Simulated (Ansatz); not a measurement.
## What DFT gives for LiCaY

```
Li Ca Y
1.0
     0.00000    5.29129    0.00000
     5.29129    0.00000    0.00000
     2.64565    2.64565   -5.56944
Li Ca Y
1 1 1
Cartesian
  0.0000 0.0000 0.0000
  5.2913 2.6456 -2.7847
  2.6456 2.6456 0.0000
```

Single point in Ansatz 0.2.0 with r2SCAN, no spin polarisation. Cutoff 500 eV, PAW datasets, 7×7×7 Γ-centred k mesh, fermi-dirac filling (width 0.1382 eV).

- Stress: The pressure is -2.6 GPa (compression positive), so with the atoms held at these fractions the cell would first shrink. The principal stresses -3.5, -3.5, -0.8 GPa differ, so its shape would change too.
- Contacts: Li–Y at 3.74 Å: least valence density 0.04 e/Å³ and ELF 0.06 there. Li–Ca at 3.84 Å: least valence density 0.04 e/Å³ and ELF 0.07 there, so no covalent bond. Ca–Y at 3.84 Å: least valence density 0.06 e/Å³ and ELF 0.25 there. Both are smooth PAW fields, read partly inside the augmentation spheres.
- Charges: Bader charges in e: Li +0.82, Ca +0.43, Y -1.25. In the mean Li gives up most and Y takes most.
- Electronic structure: It is a metal, with about 4.7 states/eV a cell as the mean within 0.25 eV of the Fermi level.

Origin: a known structure type with other elements, at an estimated volume, so it need not be a known compound. Caveats: many states at the Fermi level without spin polarisation, so a magnetic state may lie lower.
